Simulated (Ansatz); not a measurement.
Method: DFT PBE, scalar-relativistic, plane waves, PAW in Ansatz. All cells share a 420 eV cutoff and Γ-centred k meshes spaced about 0.3 Å⁻¹ or finer (0.25 for metals, 2π included). Collinear spin where magnetic atoms keep a moment.

These are static total energies at zero pressure.

Two forms of SrTi2O4 were relaxed alike.

A. (no moments)

```
Sr Ti O
1.0
     4.99148    0.00000    0.00000
     0.00000    3.07740    0.00000
    -0.02528    0.00000    6.05427
Sr Ti O
1 2 4
Direct
  0.00000 0.00000 0.50000
  0.50000 0.50000 0.00000
  0.00000 0.00000 0.00000
  0.84385 0.50000 0.80221
  0.15615 0.50000 0.19779
  0.66289 0.00000 0.18285
  0.33711 0.00000 0.81715
```

B. (no moments)

```
Sr Ti O
1.0
     0.00000    4.52337    4.52337
     4.52337    0.00000    4.52337
     4.52337    4.52337    0.00000
Sr Ti O
2 4 8
Direct
  0.75000 0.75000 0.75000
  0.50000 0.50000 0.50000
  0.12500 0.12500 0.62500
  0.62500 0.12500 0.12500
  0.12500 0.62500 0.12500
  0.12500 0.12500 0.12500
  0.89621 0.89621 0.89621
  0.89621 0.31137 0.89621
  0.31137 0.89621 0.89621
  0.35379 0.35379 0.93863
  0.89621 0.89621 0.31137
  0.35379 0.93863 0.35379
  0.93863 0.35379 0.35379
  0.35379 0.35379 0.35379
```

Question: Which would you expect to be lower, and how large is the difference?

Answer: A is lower, by 12 meV/atom. A has space group P2/m (No. 10), 13.3 Å³/atom and no gap on its mesh; B has the spinel type, space group Fd-3m (No. 227), 13.2 Å³/atom and no gap. Counting O atoms around Sr and Ti (those within 1.25 times the shortest such distance or 1.15 times the sum of covalent radii, 1.27 where that leaves under three), A has Sr 6, Ti 6 and B has Sr 4, Ti 6. In A, Sr has 6 O at 2.52–2.55 Å, 2 Ti at 3.03 Å and 2 Sr at 3.08 Å; around Ti on its first site lie 6 O at 2.06–2.10 Å and 6 Ti at 2.93–3.08 Å; around O on its first site lie 3 Ti at 2.10 Å and 2 Sr at 2.52 Å; 2 more sites not described. In B, around Sr lie 4 O at 2.29 Å and 12 Ti at 3.75 Å; Ti is surrounded by 6 O at 2.09 Å, 6 Ti at 3.20 Å, 2 O at 3.58 Å and 6 Sr at 3.75 Å; O is surrounded by 3 Ti at 2.09 Å, 1 Sr at 2.29 Å and 3 O at 2.66 Å. Both come from trial cells of a structure search, whose lowest cell (Cmcm, 11.6 Å³/atom) lies 99 meV/atom below the lower of the two.

The k mesh leaves some 4 meV/atom of noise in the energy of each metallic cell. In such compounds of Ti a zero gap at this level may well be an artefact, since no Hubbard U is applied. Trial moments fell under 0.15 μB along the way in P2/m and Fd-3m; another start might hold them. With atoms moved at random, A came back. B had no clear such test and can be a saddle point. Some structure types and database cells were kept out of the candidates from the start, so a known form may be missing.
